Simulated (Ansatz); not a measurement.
Calculation for bcc Fe (111), 5 layers: DFT, PBE, norm-conserving pseudopotentials, Ansatz's default files, scalar-relativistic (Ansatz 0.2.0).

The slab is cut from a bulk crystal relaxed on PAW files (its atoms may have been relaxed since).

Command: `ansatz run input.yaml --threads 3 --pin off --max-ram 9216MiB --backend cpu --events-out ev --progress --plain --runs-dir out` It took 120 s on 3 threads of AMD EPYC 7R43 64-Core Processor (Zen 3), on a shared host, peak memory 2.3 GiB.

```yaml
crystal:
  lattice:
    - [4.0041382427, 0.0, 0.0]
    - [-2.0020691213, 3.4676854384, 0.0]
    - [0.0, 0.0, 19.2694]
  atoms:
    - { symbol: Fe, position: [0.8333333333, 0.1666666667, 0.4197957772], spin: 2.5 }
    - { symbol: Fe, position: [0.1666666667, 0.8333333333, 0.4611708608], spin: 2.5 }
    - { symbol: Fe, position: [0.5, 0.5, 0.4999999794], spin: 2.5 }
    - { symbol: Fe, position: [0.8333333333, 0.1666666667, 0.53882916], spin: 2.5 }
    - { symbol: Fe, position: [0.1666666667, 0.8333333333, 0.5802042225], spin: 2.5 }
magnetization:
  spin_polarized: true
kpoints:
  mp_grid: { grid: [11, 11, 1] }
scf:
  occupations: { method: fermi_dirac, width: 0.1 }
hamiltonian:
  xc: pbe
  pseudopotentials: { kind: nc }
output:
  forces: true
  stress: true
  eigenvalues: true
efield:
  axis: 3
  amplitude: 0
  dipole_correction: true
```

Output:

```
Engine: ansatz 0.2.0
Pseudopotentials: kind: nc
Pseudopotential: Fe, nc, valence charge 16, recommended cutoff 1224.512381 eV (normal), Fe.nc.azcp
Functional definition: PBE
  parameter kappa = 0.804
  parameter beta = 0.06672455060314922
  exchange = pbe_x(kappa = kappa, mu = beta*pi^2/3)
  correlation = pbe_c(beta = beta)
Crystal: 5 atoms, lattice volume = 267.557 Å³
Basis set: ecut = 1224.512381 eV, 26089 PW (Γ), exchange–correlation on 96×96×450 points (8 copies of the dense FFT grid, shifted against one another)
Bands: 56, of which v1, the nominal top of the filled ones, is band 40 counted from 1 (39 counted from 0)
Symmetry: 6 space group operations
k-points: 16 of 121 (time reversal used)
Non-local potential: Fe, projectors of the file, l = 0: 2, l = 1: 2, l = 2: 2
Initial density: superposition of atomic densities (neutral atoms: chi_scale 0, normalization atom)
Starting moments: Σ|m| = 12.5 μB on 5 of 5 sites
Initial wavefunctions: pseudopotential atomic-orbital guess
Functional: x = pbe(κ = 0.804, μ = 0.2195149727645171), c = pbe(β = 0.06672455060314922)
SCF iter   1: F=—  HF=-17692.834502 eV  |F-HF|=—  |Δ(HF+E_count)|=         —  Δρ=6.14e-2 (↑4.43e-2 ↓6.14e-2)  dr2=3.02e1  dr2_m=4.92e0  M=12.366 μB ∫|m|=12.431 μB  β_m=0.30  ethr=3.10e-3  p=-0.000 e·Å  D=-4.33e-14 V/Å  ΔV_dip=0.00 eV  dr2_dipole=5.98e-10  V_vac-E_F(+/−)=8.72/8.72 eV  ⟨swp⟩=12.6  Hψ=10454  notcnv=0  defer=22
efield: sawtooth ramp at fractional position 0.9500 (placed from the atoms, in the widest stretch of the axis that holds none; the zero of the levels goes with the place), width 0.1000; the density the first Hamiltonian is built on has a dipole p = -0.000 e·Å; the dipole correction subtracts the counter field D = -4.33e-14 V/Å, which shifts the + side's vacuum level by +0.00 eV against the − side's; the planar-averaged density in the ramp window peaks in size at 9.0e-8 e/Å³
preconditioner: auto → LDOS  [metal: Δε(μ)=0.019 eV  Ē_g=6.448 eV  σ=0.100 eV  W_gap=0.05  n_scr=54 (ndim 8)  ℏωp=14.4 eV  f_vac=0.666  D(μ)=4.09/eV (n_scr^D=10)]
spin=Collinear: LDOS preconditioning applied to the charge; magnetization (m = ρ↑ − ρ↓) channel mixes plain (no charge-response kernel on spin).
SCF iter   2: F=—  HF=-17690.642177 eV  |F-HF|=—  |Δ(HF+E_count)|=    2.19e0  Δρ=3.78e-2 (↑3.27e-2 ↓3.78e-2)  dr2=1.18e1  dr2_m=2.33e0  M=12.673 μB ∫|m|=12.792 μB  β_m=0.30  ethr=3.10e-3  p=-0.000 e·Å  D=-1.50e-6 V/Å  ΔV_dip=0.00 eV  dr2_dipole=2.43e-9  V_vac-E_F(+/−)=6.97/6.97 eV  ⟨swp⟩=2.9  Hψ=2909  notcnv=0  defer=106  κ⁻¹=1.0e0(r=1)
SCF iter   3: F=—  HF=-17689.136141 eV  |F-HF|=—  |Δ(HF+E_count)|=    1.51e0  Δρ=2.35e-2 (↑2.33e-2 ↓2.35e-2)  dr2=1.05e0  dr2_m=1.11e0  M=12.412 μB ∫|m|=12.567 μB  β_m=1.00  ethr=3.10e-3  p=-0.000 e·Å  D=-1.31e-6 V/Å  ΔV_dip=0.00 eV  dr2_dipole=1.57e-9  V_vac-E_F(+/−)=3.98/3.98 eV  ⟨swp⟩=5.2  Hψ=4015  notcnv=1  defer=90  κ⁻¹=2.8e-3(r=2)
SCF iter   4: F=—  HF=-17689.716563 eV  |F-HF|=—  |Δ(HF+E_count)|=   5.80e-1  Δρ=1.56e-2 (↑1.31e-2 ↓1.56e-2)  dr2=2.35e0  dr2_m=2.96e-1  M=13.001 μB ∫|m|=13.354 μB  β_m=1.00  ethr=1.31e-3  p=0.000 e·Å  D=1.50e-6 V/Å  ΔV_dip=-0.00 eV  dr2_dipole=9.41e-10  V_vac-E_F(+/−)=5.03/5.03 eV  ⟨swp⟩=4.0  Hψ=3241  notcnv=0  defer=70  κ⁻¹=7.0e-4(r=3)
SCF iter   5: F=—  HF=-17689.563528 eV  |F-HF|=—  |Δ(HF+E_count)|=   1.53e-1  Δρ=1.00e-2 (↑7.63e-3 ↓1.00e-2)  dr2=1.08e0  dr2_m=3.73e-2  M=13.212 μB ∫|m|=13.634 μB  β_m=1.00  ethr=1.31e-3  p=0.000 e·Å  D=9.52e-7 V/Å  ΔV_dip=-0.00 eV  dr2_dipole=1.82e-9  V_vac-E_F(+/−)=4.20/4.20 eV  ⟨swp⟩=2.7  Hψ=2471  notcnv=0  defer=72  κ⁻¹=3.8e-4(r=4)
SCF iter   6: F=—  HF=-17689.555637 eV  |F-HF|=—  |Δ(HF+E_count)|=   7.89e-3  Δρ=7.93e-3 (↑7.93e-3 ↓7.90e-3)  dr2=9.47e-1  dr2_m=5.50e-3  M=13.276 μB ∫|m|=13.725 μB  β_m=1.20  ethr=1.31e-3  p=0.000 e·Å  D=4.14e-7 V/Å  ΔV_dip=-0.00 eV  dr2_dipole=9.84e-10  V_vac-E_F(+/−)=4.12/4.12 eV  ⟨swp⟩=2.0  Hψ=1994  notcnv=0  defer=73
Mixer restart at iter 6: flushing history
spin-set hold released at iteration 6 (site moments contracting): the magnetisation degrees of freedom join the quasi-Newton model from the next iteration; the mixer history was flushed
SCF iter   7: F=—  HF=-17689.521085 eV  |F-HF|=—  |Δ(HF+E_count)|=   3.46e-2  Δρ=6.31e-3 (↑6.31e-3 ↓3.18e-3)  dr2=3.19e-1  dr2_m=8.77e-3  M=13.289 μB ∫|m|=13.753 μB  β_m=0.41  ethr=1.18e-3  p=0.000 e·Å  D=3.60e-8 V/Å  ΔV_dip=-0.00 eV  dr2_dipole=7.08e-10  V_vac-E_F(+/−)=4.04/4.04 eV  ⟨swp⟩=2.0  Hψ=1879  notcnv=0  defer=73
density mixer auto → msr1: a metal under ldos (density of states about μ 2.34 of a free-electron gas's, 54 screened modes)
SCF iter   8: F=—  HF=-17689.508794 eV  |F-HF|=—  |Δ(HF+E_count)|=   1.23e-2  Δρ=4.52e-3 (↑3.60e-3 ↓4.52e-3)  dr2=7.40e-3  dr2_m=3.73e-2  M=13.261 μB ∫|m|=13.739 μB  β_m=0.33  ethr=3.98e-4  p=-0.000 e·Å  D=-8.54e-7 V/Å  ΔV_dip=0.00 eV  dr2_dipole=2.60e-12  V_vac-E_F(+/−)=3.95/3.95 eV  ⟨swp⟩=1.9  Hψ=1813  notcnv=0  defer=74
SCF iter   9: F=—  HF=-17689.518189 eV  |F-HF|=—  |Δ(HF+E_count)|=   9.40e-3  Δρ=2.85e-3 (↑1.83e-3 ↓2.85e-3)  dr2=4.46e-3  dr2_m=1.27e-2  M=13.231 μB ∫|m|=13.708 μB  β_m=0.85  ethr=9.25e-6  p=0.000 e·Å  D=1.44e-7 V/Å  ΔV_dip=-0.00 eV  dr2_dipole=1.18e-11  V_vac-E_F(+/−)=3.94/3.94 eV  ⟨swp⟩=2.1  Hψ=2877  notcnv=0  defer=74
SCF iter  10: F=—  HF=-17689.521983 eV  |F-HF|=—  |Δ(HF+E_count)|=   3.79e-3  Δρ=5.36e-4 (↑5.36e-4 ↓2.65e-4)  dr2=1.28e-3  dr2_m=2.05e-4  M=13.250 μB ∫|m|=13.731 μB  β_m=0.87  ethr=5.57e-6  p=-0.000 e·Å  D=-1.15e-6 V/Å  ΔV_dip=0.00 eV  dr2_dipole=1.53e-12  V_vac-E_F(+/−)=3.92/3.92 eV  ⟨swp⟩=2.8  Hψ=3585  notcnv=0  defer=74
SCF iter  11: F=—  HF=-17689.521906 eV  |F-HF|=—  |Δ(HF+E_count)|=   7.68e-5  Δρ=1.47e-4 (↑7.45e-5 ↓1.47e-4)  dr2=4.90e-5  dr2_m=2.05e-5  M=13.260 μB ∫|m|=13.742 μB  β_m=0.93  ethr=1.60e-6  p=-0.000 e·Å  D=-1.51e-7 V/Å  ΔV_dip=0.00 eV  dr2_dipole=1.80e-11  V_vac-E_F(+/−)=3.90/3.90 eV  ⟨swp⟩=2.3  Hψ=2524  notcnv=0  defer=74
SCF iter  12: F=—  HF=-17689.520951 eV  |F-HF|=—  |Δ(HF+E_count)|=   9.55e-4  Δρ=2.96e-5 (↑2.10e-5 ↓2.96e-5)  dr2=1.07e-6  dr2_m=1.08e-6  M=13.259 μB ∫|m|=13.741 μB  β_m=0.97  ethr=6.13e-8  p=-0.000 e·Å  D=-5.93e-8 V/Å  ΔV_dip=0.00 eV  dr2_dipole=5.78e-12  V_vac-E_F(+/−)=3.91/3.91 eV  ⟨swp⟩=2.5  Hψ=3069  notcnv=0  defer=77
SCF iter  13: F=—  HF=-17689.520954 eV  |F-HF|=—  |Δ(HF+E_count)|=   2.34e-6  Δρ=8.84e-6 (↑5.25e-6 ↓8.84e-6)  dr2=1.65e-7  dr2_m=8.19e-8  M=13.260 μB ∫|m|=13.742 μB  β_m=0.98  ethr=1.34e-9  p=-0.000 e·Å  D=-2.50e-8 V/Å  ΔV_dip=0.00 eV  dr2_dipole=9.73e-15  V_vac-E_F(+/−)=3.91/3.91 eV  ⟨swp⟩=2.9  Hψ=3474  notcnv=0  defer=77
iter 14 met the thresholds in force, and the SCF goes on: an eigenvalue changes by 3.22 meV, over its tolerance of 0.50 meV (output.eigenvalues, Limitations)
SCF iter  14: F=-17689.520954 eV  HF=-17689.520954 eV  |F-HF|=3.00e-9  |Δ(HF+E_count)|=   6.30e-8  Δρ=2.53e-6 (↑8.93e-7 ↓2.53e-6)  dr2=1.66e-8  dr2_m=5.21e-9  M=13.261 μB ∫|m|=13.742 μB  β_m=0.99  ethr=1.25e-10  p=-0.000 e·Å  D=-2.79e-8 V/Å  ΔV_dip=0.00 eV  dr2_dipole=1.41e-14  V_vac-E_F(+/−)=3.91/3.91 eV  ⟨swp⟩=17.7  Hψ=9442  notcnv=0
[... lines left out ...]
Harris-Foulkes:  -17689.520954 eV  (|F-HF|=3.68e-8)
Internal energy: -17689.342300 eV  (E = F + TS)
E sigma→0 (E₀):  -17689.431627 eV
Entropy (-TS):   -0.178654 eV (-35.731 meV/atom)
Fermi energy:    0.982260 eV
Dipole field:    D = -0.000023 V/Å  (p = -0.000033 e·Å, saw-weighted, corrected)
Work function:   Φ+ = 3.9073 eV   Φ− = 3.9069 eV
Levels:          The Fermi level and band energies are counted from a zero that moves with the ramp; work functions are not
--- Per-component energies (eV) ---
  E_band       = -2454.722251
  E_kinetic    = 7838.491029
  E_local      = -99776.869806  (includes V_loc(G=0)·N_el)
  E_nonlocal   = -944.757931
  E_hartree    = 46490.327567
  E_xc         = -3185.106914
  E_vxc        = -2552.263648  (∫ρ·V_xc dr)
  E_efield     = 0.000000  (sawtooth field / dipole correction)
  E_vefield    = 0.000000  (∫n·V_field dr)
  E_ewald      = 31888.573755
  E_smearing   = -0.178654  (= −TS)
  E_closure    = -0.000000  (closes the sum)
  Σ components = -17689.520954   (vs F -17689.520954, Δ=0.00e0)
--- Forces (eV/Å), atoms counted from 1 ---
  atom   1  Fe    -0.00000000     0.00000000    -0.00391352
  atom   2  Fe    -0.00000000     0.00000000    -0.00297725
  atom   3  Fe     0.00000000    -0.00000000     0.00001207
  atom   4  Fe     0.00000000    -0.00000000     0.00300773
  atom   5  Fe     0.00000000     0.00000000     0.00391347
  max |Σ_I F_I| component: 4.25e-5 eV/Å
--- Stress (GPa, compression-positive) ---
       -0.517675      -0.000000      -0.000000
       -0.000000      -0.517675       0.000000
       -0.000000      -0.000000       0.009374
  P = ⅓ Tr σ = -0.3420 GPa (-3.420 kbar)
--- Band table (eV; the first three rows and the last of 32) ---
  k-point 0 ↑: bands = ["-87.1610", "-87.1555", "-87.0684", "-86.6648", "-86.6612", "-53.4728", "-53.4710", "-53.2679", "-53.2679", "-53.2595", "-53.2595", "-53.2510", "-53.2510", "-53.1593", "-52.8279", "-52.7956", "-52.7956", "-52.7952", "-52.7311", "-52.7311", "-6.2091", "-3.4869", "-3.4869", "-3.1365", "-2.4258", "-2.4258", "-2.2207", "-2.1947", "-2.0274", "-2.0274", "-1.7920", "-1.7920", "-1.4839", "-1.4839", "-1.3130", "-0.5496", "-0.5496", "-0.5311", "-0.5311", "-0.2563", "-0.1419", "-0.1419", "-0.0579", "0.1911", "0.1911", "0.7752", "0.7752", "1.6017", "4.1787", "4.7079", "5.9349", "5.9669", "8.0788", "8.0788", "8.3064", "8.5898"]
  k-point 1 ↑: bands = ["-87.1607", "-87.1554", "-87.0682", "-86.6650", "-86.6614", "-53.4731", "-53.4718", "-53.2810", "-53.2788", "-53.2568", "-53.2564", "-53.2422", "-53.2405", "-53.1603", "-52.8265", "-52.8003", "-52.7935", "-52.7879", "-52.7358", "-52.7316", "-6.1023", "-3.4760", "-3.4429", "-3.1125", "-2.5308", "-2.4349", "-2.2402", "-2.1901", "-2.0072", "-1.9951", "-1.7766", "-1.7711", "-1.4712", "-1.4050", "-1.2489", "-0.6625", "-0.6122", "-0.5085", "-0.4498", "-0.1864", "-0.1796", "-0.1131", "-0.0458", "0.1818", "0.1973", "0.6913", "0.7554", "1.6729", "4.2604", "4.8090", "6.0325", "6.0496", "6.7343", "7.0978", "8.3552", "8.6052"]
  k-point 2 ↑: bands = ["-87.1599", "-87.1554", "-87.0677", "-86.6657", "-86.6621", "-53.4747", "-53.4734", "-53.2980", "-53.2868", "-53.2574", "-53.2560", "-53.2287", "-53.2261", "-53.1621", "-52.8231", "-52.8019", "-52.7876", "-52.7793", "-52.7486", "-52.7333", "-5.7904", "-3.4532", "-3.3152", "-3.0601", "-2.6809", "-2.4435", "-2.3389", "-2.1690", "-1.9911", "-1.9298", "-1.7549", "-1.7427", "-1.4251", "-1.2408", "-1.0260", "-0.8060", "-0.6754", "-0.5290", "-0.3457", "-0.2546", "-0.1461", "-0.0316", "0.0359", "0.1596", "0.2070", "0.4945", "0.7025", "1.9036", "4.5022", "4.9595", "5.1116", "5.9000", "6.2626", "6.3317", "7.1769", "8.5408"]
  k-point 15 ↓: bands = ["-84.5123", "-84.3829", "-84.3782", "-84.3273", "-84.3240", "-50.6846", "-50.6766", "-50.5367", "-50.5291", "-50.5073", "-50.5044", "-50.3814", "-50.3778", "-50.3738", "-50.3238", "-50.3060", "-50.2542", "-50.2522", "-50.2067", "-50.2061", "-2.8311", "-2.7727", "-2.2673", "-1.2096", "-0.9577", "-0.6394", "-0.0696", "0.0358", "0.0719", "0.3693", "0.4522", "0.5741", "0.6822", "0.9936", "1.1929", "1.6887", "1.9055", "1.9353", "2.1579", "2.3401", "2.3806", "2.4571", "2.6850", "2.7505", "3.0052", "3.2014", "3.2457", "3.2509", "4.4393", "4.4905", "5.3800", "5.6081", "6.2280", "7.8411", "8.1534", "8.4430"]
```

The magnetic state is the one reached from the start moments; other orders weren't searched. The norm-conserving files are those that the library serves for this functional. The cell is 1×1, so reconstructions are forbidden, and in slabs of four or five layers the relaxations can be far larger than at a real surface.
